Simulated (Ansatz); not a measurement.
Here is the system:

InSb:
```
CELL_PARAMETERS angstrom
      4.26422     0.00000     0.00000
     -2.13211     3.69292     0.00000
      0.00000     0.00000     3.72454
ATOMIC_POSITIONS crystal
  In 0.00000 0.00000 0.00000
  Sb 0.66667 0.33333 0.50000
```

This is the r²SCAN-relaxed structure.

### Question
All from DFT-r²SCAN in the program Ansatz with PAW potentials, unless another level is named. Estimate the electronic character.

### Answer
metallic (no gap).

### Question
Predict the formation energy from the elements (no fitted shifts).

### Answer
0.046 eV/atom.

### Question
Predict the density of states at the Fermi level.

### Answer
0.50 states/eV per atom (mean over ±0.08 eV).

Space group P-6m2. A made-up cell: these elements were put on the sites of a structure type; neither database checked (COD, Materials Project) lists it. It is not the phase usual at ambient conditions (space group No. 216). The cell was relaxed with r²SCAN under the symmetry of its start; whether a distortion lowers the energy is not shown. The references are the lowest solids computed at this level, not always the standard phases. Scalar-relativistic: spin–orbit coupling is off unless named, which matters more the heavier the elements.

Potentials: the later of the program's two PAW sets.
